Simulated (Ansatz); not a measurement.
Ru:
```
Ru
1.0
    2.69041     0.00000     0.00000
   -1.34520     2.32996     0.00000
    0.00000     0.00000     4.25073
Ru
2
Direct
  0.33333   0.66667   0.75000
  0.66667   0.33333   0.25000
```

Relaxed with PBEsol. Special points in fractions of this cell's reciprocal vectors: Γ (0.000, 0.000, 0.000); M (0.500, 0.000, 0.000); K (0.333, 0.333, 0.000); A (0.000, 0.000, 0.500); L (0.500, 0.000, 0.500); H (0.333, 0.333, 0.500).

Problem. List the band energies nearest the Fermi level at these points for the program Ansatz at the PBEsol level (PAW).

Solution. In eV from the Fermi level; about four levels below and three above (degenerate sets whole), none deeper than 8.9 eV; … stands for higher levels left out; points with the same levels are listed once.

| k | below | above |
|---|---|---|
| Γ | -2.00 -2.00 -1.46 -1.46 | 1.21 1.21 … |
| M | -3.15 -2.15 -1.89 -1.58 | 1.45 1.89 1.98 |
| K | -3.92 -2.95 -2.95 -1.13 | 1.03 1.03 1.49 |
| A | -2.88 -2.88 -2.88 -2.88 -2.81 -2.81 | … |
| L | -4.69 -4.69 -1.12 -1.12 | 0.42 0.42 1.72 1.72 |
| H | -2.82 -2.82 -1.25 -1.25 | 1.25 1.25 … |

Space group P6_3/mmc (hcp (Mg type)). Symmetry was held in the PBEsol relaxation. No spin polarisation was allowed. Scalar-relativistic: spin–orbit coupling is off unless named, which matters more the heavier the elements.

Potentials: the later of the program's two PAW sets.
